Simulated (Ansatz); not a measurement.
Is this ZnCd₅O₆ structure a true minimum?

The structure comes from a generated guess, relaxed at this level; another structure or a mixture of phases may lie lower.

Theory: Ansatz, DFT PBE, scalar-relativistic, plane waves, PAW. Plane waves to 420 eV, a k mesh through Γ of 12×12×4 on the computed 12-atom cell and Gaussian smearing (0.10 eV); no spin polarisation.

The cell below (12 atoms, space group P4/mmm (No. 123)) is relaxed within its symmetry.

```
Zn Cd O
1.0
     3.34317    0.00000    0.00000
     0.00000    3.34317    0.00000
     0.00000    0.00000   14.02396
Zn Cd O
1 5 6
Direct
  0.50000 0.50000 0.50000
  0.00000 0.00000 0.00000
  0.50000 0.50000 0.17230
  0.00000 0.00000 0.34102
  0.00000 0.00000 0.65898
  0.50000 0.50000 0.82770
  0.00000 0.00000 0.17103
  0.50000 0.50000 0.34794
  0.00000 0.00000 0.50000
  0.50000 0.50000 0.65206
  0.00000 0.00000 0.82897
  0.50000 0.50000 0.00000
```

For the test it was strained at random (σ = 1.5 % a component), the atoms were moved at random (σ = 0.05 Å), and all was relaxed again on a coarse 6×6×2 mesh (in the run’s order of axes) with 0.20 eV smearing, with no symmetry imposed.

Task: Is the structure stable against such a distortion?

Result: It doesn't return. The energy falls by 8 meV/atom on that mesh, the volume changes by 1.3 %, and the end has space group Pmm2 (No. 25) at a loose tolerance. Relaxed again on a 12×4×12 mesh with 0.10 eV smearing, the new structure lies 8 meV/atom below the first (mesh in the axes of the run's cell; the cell below is made exact in the group named). Space group Pmm2 (No. 25), orthorhombic, a = 3.380 Å, b = 13.856 Å, c = 3.388 Å. Zn is surrounded by 2 O at 2.02 Å and 2 O at 2.15 Å; around Cd on a site of symmetry mm2 lie 6 O at 2.37–2.39 Å; Cd on a site of symmetry m has 6 O at 2.38–2.42 Å; O on a site of symmetry m has 6 Cd at 2.35–2.40 Å; 4 more sites not described.

```yaml
crystal:
  lattice:
    - [3.38046, 0.00000, 0.00000]
    - [0.00000, 13.85550, 0.00000]
    - [0.00000, 0.00000, 3.38768]
  atoms:
    - { symbol: Zn, position: [0.50000, 0.00000, 0.42451] }
    - { symbol: Cd, position: [0.00000, 0.50000, 0.99685] }
    - { symbol: Cd, position: [0.50000, 0.67199, 0.49609] }
    - { symbol: Cd, position: [0.00000, 0.84057, 0.98755] }
    - { symbol: Cd, position: [0.00000, 0.15943, 0.98755] }
    - { symbol: Cd, position: [0.50000, 0.32801, 0.49609] }
    - { symbol: O, position: [0.00000, 0.67076, 0.99798] }
    - { symbol: O, position: [0.50000, 0.84652, 0.50820] }
    - { symbol: O, position: [0.00000, 0.00000, 0.09993] }
    - { symbol: O, position: [0.50000, 0.15348, 0.50820] }
    - { symbol: O, position: [0.00000, 0.32924, 0.99798] }
    - { symbol: O, position: [0.50000, 0.50000, 0.49723] }
```
